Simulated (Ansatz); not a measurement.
The elements of this relaxed trial crystal are hidden behind letters.

```
lattice vectors (Å)
   5.2952    0.0000    0.0000
  -2.6476    4.5858    0.0000
   0.0000    0.0000    2.6256
fractional positions
X 0.5000 0.0000 0.5000
X 0.5000 0.5000 0.5000
X 0.0000 0.5000 0.5000
Z 0.0000 0.0000 0.0000
Q 0.3333 0.6667 0.0000
Q 0.6667 0.3333 0.0000
```

Method: DFT PBE, scalar-relativistic, plane waves, PAW in Ansatz 0.2.0. Plane waves to 420 eV, a 12×12×14 mesh through Γ for the 6-atom cell and 0.10 eV Gaussian smearing; no spin polarisation.

* Space group: P6/mmm (No. 191)
* Conventional cell: a = 5.295 Å, c = 2.626 Å
* Volume per atom: 10.63 Å³
* Density: 3.12 g/cm³
* Formation energy: +0.23 eV/atom
* Gap on the 12×12×14 mesh of the 6-atom cell: 0 eV (a metal)

Energies are uncorrected and count from the elements' standard states at the same level.

**Question.** X is a p-block element of period 3, Z is a p-block element of period 2 and Q is a p-block element of period 2. Which elements are they?

**Answer.** X = Al, Z = B, Q = N, so the formula is Al3BN2. Density times volume gives a mean mass of 3.12 × 10.63/1.6605 = 20.0 u per atom, and this set has 20.0 u. Al has 4 N at 2.01 Å, 6 Al at 2.63–2.65 Å and 4 B at 2.96 Å; around B lie 2 B at 2.63 Å and 12 Al at 2.96 Å (long contacts); N is surrounded by 6 Al at 2.01 Å. Other sets within the hints have nearly the same mass, so mass alone doesn't settle it; this one was computed.

Symmetry constrained the relaxation, so the result can be a saddle point. Another cell of Al3BN2 relaxed alike, in P-3m1, lies 0.82 eV/atom lower, so this cell isn't the stable form at this level.
